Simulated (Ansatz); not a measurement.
## LaGe2Ir3: Li interstitial

Computed with the plane-wave PAW code Ansatz (scalar-relativistic, PAW set soft_2): r2SCAN, no spin polarisation, 500 eV cutoff, k-mesh 3×3×3.

The relaxed host crystal (no gap at this level of theory):

```cif
data_structure
_symmetry_space_group_name_H-M 'P 1'
_symmetry_Int_Tables_number 1
_cell_length_a 5.6746
_cell_length_b 5.6746
_cell_length_c 3.8073
_cell_angle_alpha 90.000
_cell_angle_beta 90.000
_cell_angle_gamma 120.000
_cell_volume 106.18
loop_
_atom_site_label
_atom_site_type_symbol
_atom_site_fract_x
_atom_site_fract_y
_atom_site_fract_z
_atom_site_occupancy
Ge1 Ge 0.33333 0.66667 0.00000 1
Ge2 Ge 0.66667 0.33333 0.00000 1
Ir1 Ir 0.50000 0.00000 0.50000 1
Ir2 Ir 0.00000 0.50000 0.50000 1
Ir3 Ir 0.50000 0.50000 0.50000 1
La1 La 0.00000 0.00000 0.00000 1
```

Supercell of 18 atoms, rows of the matrix [[0,1,-1],[1,0,-1],[-1,-1,-1]] times the cell vectors; Li interstitial at (0.083, 0.167, 0.500) in fractions of the cell above. Atoms are relaxed at the host's cell, from a start shaken by 0.05 Å near the defect.

How does the lattice relax around the defect?

Nearest atoms to the added Li: relaxed La 2.47 Å, La 2.47 Å, Ir 2.79 Å, Ir 2.79 Å, Ir 2.81 Å, Ir 2.81 Å, Ir 2.82 Å, Ir 2.82 Å.

The largest move of an atom from its ideal place is 0.8 Å, so the cell rearranged and didn't merely relax.

```csv
charge,gap of the cell on the mesh (eV)
0,0.00
```

Formation energy of the neutral defect: 1.34 eV, taking atoms from and to the elements' standard states (no corrections for gases), so it belongs to those chemical potentials alone.

Relaxed cell at charge 0:

```
LaGe2Ir3 Li_i charge 0
1.0
    -2.8373    4.9144   -3.8073
     5.6746    0.0000   -3.8073
    -2.8373   -4.9144   -3.8073
Ge Ir La Li
6 9 3 1
Direct
  0.6761 0.3320 0.9918
  0.3382 0.9942 0.6677
  0.0002 0.6699 0.3298
  0.6760 0.9939 0.3298
  0.3380 0.6701 0.9920
  0.0003 0.3321 0.6676
  0.0082 0.5073 0.9996
  0.6684 0.1568 0.6598
  0.3383 0.8320 0.3297
  0.5137 0.0018 0.9995
  0.1631 0.6620 0.6596
  0.8381 0.3321 0.3297
  0.6684 0.6622 0.1541
  0.3382 0.3319 0.8298
  0.0083 0.0020 0.5049
  0.6216 0.6163 0.6141
  0.3385 0.3320 0.3294
  0.0537 0.0480 0.0463
  0.8399 0.8320 0.8281
```

Caveats: small supercell, so energies and levels can be off by tenths of an eV; one random start near the defect, so other minima are possible.
